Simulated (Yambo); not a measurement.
## How GW settings move the gap: CsLiWO₄

G0W0@PBEsol for CsLiWO$_{4}$ (space group I-4, No. 82) in Yambo. Reference settings: 2×2×2 Γ-centred k mesh, bands 3 to 225 and a 7 Ry block in the screening, 225 bands in G with the Bruneval-Gonze terminator, plasmon pole fitted at 27.2 eV. The PBEsol gap Γ → Γ on this mesh is 4.50 eV; G0W0 gaps are taken between the same points.

```json
[
 {"change from the reference": "reference settings", "G0W0 gap Γ → Γ (eV)": "6.32", "shift of the valence edge (eV)": "-1.16", "rough Yambo cost": "1"},
 {"change from the reference": "85 bands in W, 85 bands in G", "G0W0 gap Γ → Γ (eV)": "6.37", "shift of the valence edge (eV)": "-0.99", "rough Yambo cost": "about 1/3"},
 {"change from the reference": "145 bands in W, 145 bands in G", "G0W0 gap Γ → Γ (eV)": "6.32", "shift of the valence edge (eV)": "-1.10", "rough Yambo cost": "within a factor of two"},
 {"change from the reference": "85 bands in G", "G0W0 gap Γ → Γ (eV)": "6.32", "shift of the valence edge (eV)": "-1.12", "rough Yambo cost": "–"},
 {"change from the reference": "145 bands in G", "G0W0 gap Γ → Γ (eV)": "6.32", "shift of the valence edge (eV)": "-1.15", "rough Yambo cost": "–"},
 {"change from the reference": "105 bands in W", "G0W0 gap Γ → Γ (eV)": "6.34", "shift of the valence edge (eV)": "-1.06", "rough Yambo cost": "within a factor of two"},
 {"change from the reference": "3 Ry block", "G0W0 gap Γ → Γ (eV)": "6.24", "shift of the valence edge (eV)": "-1.16", "rough Yambo cost": "within a factor of two"},
 {"change from the reference": "2 Ry block", "G0W0 gap Γ → Γ (eV)": "6.34", "shift of the valence edge (eV)": "-1.29", "rough Yambo cost": "within a factor of two"},
 {"change from the reference": "6 Ry block", "G0W0 gap Γ → Γ (eV)": "6.29", "shift of the valence edge (eV)": "-1.14", "rough Yambo cost": "within a factor of two"},
 {"change from the reference": "pole fitted at 15 eV", "G0W0 gap Γ → Γ (eV)": "6.27", "shift of the valence edge (eV)": "-1.08", "rough Yambo cost": "–"},
 {"change from the reference": "no random integration", "G0W0 gap Γ → Γ (eV)": "6.16", "shift of the valence edge (eV)": "-0.87", "rough Yambo cost": "–"},
 {"change from the reference": "85 bands in G, no terminator", "G0W0 gap Γ → Γ (eV)": "5.97", "shift of the valence edge (eV)": "-0.56", "rough Yambo cost": "–"},
 {"change from the reference": "145 bands in G, no terminator", "G0W0 gap Γ → Γ (eV)": "6.11", "shift of the valence edge (eV)": "-0.83", "rough Yambo cost": "–"},
 {"change from the reference": "no terminator", "G0W0 gap Γ → Γ (eV)": "6.20", "shift of the valence edge (eV)": "-0.98", "rough Yambo cost": "–"}
]
```

The reference isn't shown to be the converged limit. Costs are rough (shared machines), scaled to the same edge states, and given only for runs that recompute the screening.

Without spin-orbit coupling, band edges of such heavy elements can be off by tenths of an eV.

Geometry of the Materials Project entry, not relaxed at this level; primitive cell a = b = c = 6.1169 Å, α = β = 121.29°, γ = 87.78°.

The structure is a Materials Project entry; no match was found in the copy of COD used, and its stability was not checked.

A shift is the quasiparticle energy of the state minus its PBEsol energy.
